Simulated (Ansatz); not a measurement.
**LaTl: relaxation of cell and atoms**

These are results of DFT, PBEsol, all-electron LAPW, scalar-relativistic in Ansatz 0.2.0, not measurements.

Command: `ansatz run input.yaml --threads 1 --pin off --max-ram 2048MiB --backend cpu --events-out ev --progress --plain --runs-dir out` The run took about 77 s on 1 thread of a shared machine.

```yaml
crystal:
  lattice:
    - [3.9877954134, 0.0, 0.0]
    - [0.0, 3.9877954134, 0.0]
    - [0.0, 0.0, 3.9877954134]
  atoms:
    - { symbol: La, position: [0.0, 0.0, 0.0] }
    - { symbol: Tl, position: [0.5, 0.5, 0.5] }
kpoints:
  mp_grid: { grid: [8, 8, 8] }
scf:
  occupations: { method: fermi_dirac, width: 0.05 }
hamiltonian:
  xc: pbesol
  pseudopotentials: { kind: all_electron, lapw: { basis_error: 0.001 } }
output:
  forces: true
  stress: true
relax:
  f_tol: 0.005
  max_steps: 80
  cell: {}
```

No spin–orbit coupling, which matters for the heavy atoms here.

The geometry is COD entry 1523872, unchecked; take it as a test cell. The listed cell was then made from it by scaling, straining or moving an atom.

Each frame lists the cell vectors (Å), then Cartesian positions (Å); symmetry keeps all forces zero. Free energies count from the first step, -781648.0937 eV.

The walk took 5 evaluations in all; steps that aren't listed are left out.

Step 1: E = 0.0 meV, P = -2.53 GPa

```
cell 3.9878 0.0000 0.0000 0.0000 3.9878 0.0000 0.0000 0.0000 3.9878
La    0.0000    0.0000    0.0000
Tl    1.9939    1.9939    1.9939
```

Step 2:

```
cell 3.9047 0.0000 0.0000 0.0000 3.9047 0.0000 0.0000 0.0000 3.9047
La    0.0000    0.0000    0.0000
Tl    1.9523    1.9523    1.9523
```

(1) Give the energy, pressure of step 2.

(2) How does the relaxation end?

## Answers

(1) E = -26.0 meV, P = 0.56 GPa
```
La    0.0000    0.0000    0.0000
Tl    1.9523    1.9523    1.9523
```

(2) It converges, with a = 3.918 Å, b = 3.918 Å, c = 3.918 Å, α = 90.00°, β = 90.00°, γ = 90.00° (conventional cell, space group Pm-3m). The last solve (on a basis chosen afresh for the final cell, so its energy is not quite comparable) gives E = -27.1 meV, P = 0.00 GPa:
```
cell 3.9181 0.0000 0.0000 0.0000 3.9181 0.0000 0.0000 0.0000 3.9181
La    0.0000    0.0000    0.0000
Tl    1.9590    1.9590    1.9590
```
